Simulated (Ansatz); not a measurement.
# TiTl₂I₆O₁₈ — ¹⁷O NMR of the central transition

Cell: a refined structure from the COD, its atoms then relaxed with PBE in this cell.

Space group R-3:H (No. 148); a = 11.4167, c = 11.3953 Å, γ = 120.00°.

```csv
site,Wyckoff,site symmetry,x,y,z
Ti,3b,-3.,0.0000,0.0000,0.5000
Tl,6c,3.,0.0000,0.0000,0.8310
I,18f,1,0.3153,0.0498,0.3896
O10,18f,1,0.1542,0.0583,0.3941
O16,18f,1,0.3770,0.1379,0.5307
O22,18f,1,0.3986,0.1911,0.2873
```

One atom of each set is listed; the run and its k-mesh use a cell of 27 atoms with edges of 7.61, 7.61, 7.61 Å.

Level of theory: DFT, PBE, plane waves and PAW, scalar-relativistic, 420 eV cutoff, Γ-centred 3×3×3 k-points, Fermi–Dirac smearing 0.02 eV (Ansatz 0.2.0).

¹⁷O has I = 5/2 and Q = -25.58 mb (Pyykkö 2018); at 9.4 T its Larmor frequency is ν₀ = 54.3 MHz. Only the quadrupole interaction is simulated: positions count from each site's isotropic chemical shift, and J coupling is left out, as are shift anisotropy and dipolar coupling, which fast spinning averages.

(1) Give C_Q, η, the quadrupolar product P_Q = |C_Q|(1 + η²/3)^½, the second-order isotropic shift and the breadth of the pattern (fast magic-angle spinning) for each O site.

Results:

(1) 

```json
{"site": "O10", "first shell": "1 I at 1.89 Å, 1 Ti at 1.96 Å, angle 137°; also 1 Tl at 2.99 Å", "C_Q (MHz)": "-7.68", "η": "0.10", "P_Q (MHz)": "7.69", "δ_QIS (ppm)": "-120", "breadth (kHz)": "14.4"}
{"site": "O16", "first shell": "1 I at 1.84 Å; also 1 I at 2.67 Å, 1 Tl at 2.94 Å", "C_Q (MHz)": "-8.40", "η": "0.13", "P_Q (MHz)": "8.42", "δ_QIS (ppm)": "-145", "breadth (kHz)": "17.5"}
{"site": "O22", "first shell": "1 I at 1.83 Å; also 1 I at 2.49 Å, 1 Tl at 3.00 Å", "C_Q (MHz)": "-9.51", "η": "0.19", "P_Q (MHz)": "9.57", "δ_QIS (ppm)": "-186", "breadth (kHz)": "22.8"}
```

δ_QIS = −(ν_Q²/30ν₀²)[I(I+1) − 3/4](1 + η²/3) × 10⁶ ppm with ν_Q = 3|C_Q|/[2I(2I−1)]; it falls as 1/B₀² in ppm, and the breadth as 1/B₀ in kHz.

The broadest static pattern spans 61 kHz. The table holds for spinning faster than that; slower spinning leaves sidebands.

At O16 and O22 V_zz points along its bond to I (within 6°) in each case.

Without spin–orbit coupling the gradients at and beside I can be off by some per cent, at some sites by more.

The relaxation (5 steps) took 2.1 min of wall time (3.9 min of CPU time) and 1.3 GiB at its peak, on 2 threads of Intel Xeon Processor @ 2.50GHz (Skylake/Cascade Lake) (x86_64; 62 cores open to the job, memory cap 5.0 GiB, no GPU), a shared host with a load of 0.8 a core.
